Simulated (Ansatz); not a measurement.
AgRh (P-6m2): cone of 15 degrees at 0 of the way from Γ to A

Theory: Ansatz 0.2.0, DFT, LDA, PAW with Ansatz's default frozen-core files, scalar-relativistic.

Command: `ansatz run input.yaml --threads 2 --pin off --max-ram 5120MiB --backend cpu --events-out ev --progress --plain --runs-dir out`

```yaml
crystal:
  lattice:
    - [2.7775881998, 0.0, 0.0]
    - [-1.3887940999, 2.4054619423, 0.0]
    - [0.0, 0.0, 4.808602]
  atoms:
    - { symbol: Ag, position: [0.0, 0.0, 0.5] }
    - { symbol: Rh, position: [0.6666666667, 0.3333333333, 0.0], spin: 0.3, spin_axis: [0.25881905, 0.0, 0.96592583] }
magnetization:
  noncollinear: true
  spin_spiral: { q: [0.0, 0.0, 0.0] }
  spin_locking: { lock_directions: true }
kpoints:
  mp_grid: { grid: [11, 11, 12] }
scf:
  occupations: { method: fermi_dirac, width: 0.05 }
  lower_state_search: "off"
hamiltonian:
  xc: lda
  pseudopotentials: { kind: paw }
output:
  eigenvalues: false
```

Output:

```
Warning: magnetization.spin_spiral: disabling space-group detection — beside a Hubbard shell, its report or a lock it is not worked out which of the operations that keep the spiral keep those too, and one that does not would average them into another order's, and files of the run's orbitals state none, so no spatial operation reduces the k-mesh or symmetrises the density; of a planar spiral with n …
settings of this run that can trade accuracy for cost: output.eigenvalues: false. Do not mix this run's numbers with those of runs without the same settings; the input reference describes each key
Engine: ansatz 0.2.0
Pseudopotentials: kind: paw
Pseudopotential: Ag, paw, valence charge 19, recommended cutoff 420 eV (normal), Ag.paw.azcp
Pseudopotential: Rh, paw, valence charge 17, recommended cutoff 420 eV (normal), Rh.paw.azcp
Functional definition: SPW92
  exchange = slater_x
  correlation = pw_c
Crystal: 2 atoms, lattice volume = 32.128 Å³
Basis set: ecut = 420 eV, 641 PW (Γ)
Bands: 44, of which v1, the nominal top of the filled ones, is band 36 counted from 1 (35 counted from 0)
Symmetry: 1 space group operations
k-points: 1452
Spin spiral: q = (0, 0, 0) of the reciprocal vectors; moments are told in the frame that turns with it, a site's in that at the site
Non-local potential: Ag, projectors of the file, l = 0: 3, l = 1: 2, l = 2: 2, l = 3: 1
Non-local potential: Rh, projectors of the file, l = 0: 3, l = 1: 2, l = 2: 2, l = 3: 1
PAW form: soft (Blöchl's): semilocal exchange-correlation on the pseudo side does not see the compensation charge
PAW frozen core: Ag, regenerated for the run's functional, and the local potential with it (the file was generated under x = pbe(κ = 0.804, μ = 0.2195149727645171), c = pbe(β = 0.06672455060314922))
PAW frozen core: Rh, regenerated for the run's functional, and the local potential with it (the file was generated under x = pbe(κ = 0.804, μ = 0.2195149727645171), c = pbe(β = 0.06672455060314922))
PAW one-centre angular grid: Ag, 590 points (default); XC on 64 Gauss nodes
PAW one-centre angular grid: Rh, 590 points (default); XC on 64 Gauss nodes
Initial density: superposition of atomic densities (chi_scale 0.1, normalization cell)
Starting moments: Σ|m| = 0.3 μB on 1 of 2 sites
Initial wavefunctions: pseudopotential atomic-orbital guess
Functional: x = slater, c = lda
SCF iter   1: F=-13733.998813 eV  HF=-13737.125888 eV  |F-HF|=3.13e0  |Δ(HF+E_count)|=         —  Δρ=1.03e-1  dr2=3.79e0  dr2_m=1.32e-2  ethr=3.10e-3  |M|=2.40e-1 ∫|m|=2.47e-1 μB  |m|>n=0.0e0 m-floor=0.0e0 τ_xc=1.4e-19  β_m=0.30  ⟨swp⟩=5.3  Hψ=203562  notcnv=0  defer=478
preconditioner: auto → Kerker (q_TF=auto, 2.781 Å⁻¹)  [metal: Δε(μ)=0.002 eV  Ē_g=8.577 eV  σ=0.050 eV  W_gap=0.01  n_scr=10 (ndim 8)  ℏωp=29.3 eV  f_vac=0.000  D(μ)=3.27/eV (n_scr^D=36)]
spin=Noncollinear: Kerker preconditioning applied to the charge; magnetization (m_x, m_y, m_z) channels mix plain (no charge-response kernel on spin).
[...]
SCF iter  13: F=-13736.101383 eV  HF=-13736.101383 eV  |F-HF|=1.12e-8  |Δ(HF+E_count)|=   1.14e-7  Δρ=2.63e-5  dr2=1.16e-8  dr2_m=5.70e-8  ethr=1.08e-10  |M|=3.30e-1 ∫|m|=3.46e-1 μB  |m|>n=0.0e0 m-floor=0.0e0 τ_xc=3.4e-19  β_m=0.83  ⟨swp⟩=3.0  Hψ=171957  notcnv=0
iter 14 did not close the SCF: its close was put off for a magnetic moment that had not settled (scf_convergence_deferred on its scf_iter line)
SCF iter  14: F=-13736.101383 eV  HF=-13736.101383 eV  |F-HF|=1.49e-10  |Δ(HF+E_count)|=   9.23e-8  Δρ=6.38e-6  dr2=1.82e-9  dr2_m=3.23e-9  ethr=3.22e-11  |M|=3.29e-1 ∫|m|=3.45e-1 μB  |m|>n=0.0e0 m-floor=0.0e0 τ_xc=3.5e-19  β_m=0.92  ⟨swp⟩=1.0  Hψ=184372  notcnv=0
SCF iter  15: F=-13736.101383 eV  HF=-13736.101383 eV  |F-HF|=2.18e-11  |Δ(HF+E_count)|=   5.60e-9  Δρ=6.97e-7  dr2=9.95e-11  dr2_m=5.43e-12  ethr=5.06e-12  |M|=3.29e-1 ∫|m|=3.45e-1 μB  |m|>n=0.0e0 m-floor=0.0e0 τ_xc=3.4e-19  ⟨swp⟩=1.0  Hψ=182436  notcnv=0
SCF 1 converged in 15 iterations: F = -13736.101383 eV  dr2 = 9.95e-11
  greatest PAW one-centre occupation: 1.002 electrons in one spin orbital (limit 2), on the Ag atom at site 0 (counted from 0), in its partial waves of l = 0
SCF converged after 15 iterations
Stability not checked: this state was not tested for a lower state beside it, because a magnetisation constraint still acts at the end of the SCF (magnetization_constraint; see scf.lower_state_search)
Magnetization: |M| = 0.3290 μB,  M = (+0.0851, +0.0000, +0.3177) μB
Absolute magnetization: 0.3447 μB (∫|m|, with the PAW one-centre terms)
  site 0: m = (+0.0041, +0.0000, +0.0151) μB, |m| = 0.0157 μB  (R = 1.15 Å)
  site 1: m = (+0.0797, +0.0000, +0.2976) μB, |m| = 0.3081 μB  (R = 1.15 Å)
--- Magnetisation constraints (ε_frz = 1.0e-4 eV) ---
  site  kind           target                            achieved (μB)             |Δ|max (μB)  g (eV/μB)                    λ_eff  esc  ok   flags
  1     per_site_axis  ê (+0.259, +0.000, +0.966) ≥0.00  (+0.080, +0.000, +0.298)  8.48e-7      (-1.7e-6, +9.8e-7, +4.5e-7)  1.000  0    yes
Free energy (F): -13736.101383 eV
Harris-Foulkes:  -13736.101383 eV  (|F-HF|=2.18e-11)
Internal energy: -13736.078327 eV  (E = F + TS)
E sigma→0 (E₀):  -13736.089855 eV
Entropy (-TS):   -0.023057 eV (-11.528 meV/atom)
Fermi energy:    17.694820 eV
--- Per-component energies (eV) ---
  E_band       = -365.774399
  E_kinetic    = 1098.280295
  E_local      = -3893.282779  (includes V_loc(G=0)·N_el)
  E_nonlocal   = 448.373455
  E_hartree    = 1589.618988
  E_xc         = -402.772616
  E_vxc        = -510.766349  (∫ρ·V_xc dr)
  E_paw        = -7234.408878  (= ΣΔE_a)
  E_vpaw       = -687.618486  (= ΣTr[D̂ρ^β])
  E_aug_tail   = 0.001058  (compensation charges beyond the density's cutoff)
  E_constr_dc  = 0.000000  (∫m·b dr)
  E_ewald      = -5343.235140
  E_core_change = 1.347290  (= ΣΔE_core)
  E_smearing   = -0.023057  (= −TS)
  E_closure    = -0.000000  (closes the sum)
  E_penalty    = 0.000000  (constraint; not in F)
  Σ components = -13736.101383   (vs F -13736.101383, Δ=0.00e0)
settings of this run that can trade accuracy for cost: output.eigenvalues: false. Do not mix this run's numbers with those of runs without the same settings; the input reference describes each key
```

Site moments (μB): Ag1 0.02, Rh2 0.31. Cell moment 0.33 μB in the turning frame.

The PAW files were made with PBE; the program remakes their cores once for the run's functional and then keeps them frozen. The Ansatz runs typed with the search for lower states off end where their start leads. These are results for the start and cell typed. The real compound can order otherwise, in a larger cell, or not at all, since semilocal functionals without spin fluctuations often overstate magnetism; near a collapse of the moment, mesh and smearing move it by tens of per cent.

It took 7.1 min on 2 threads of Arm Neoverse V2 (shared host), peak memory 2.9 GiB.
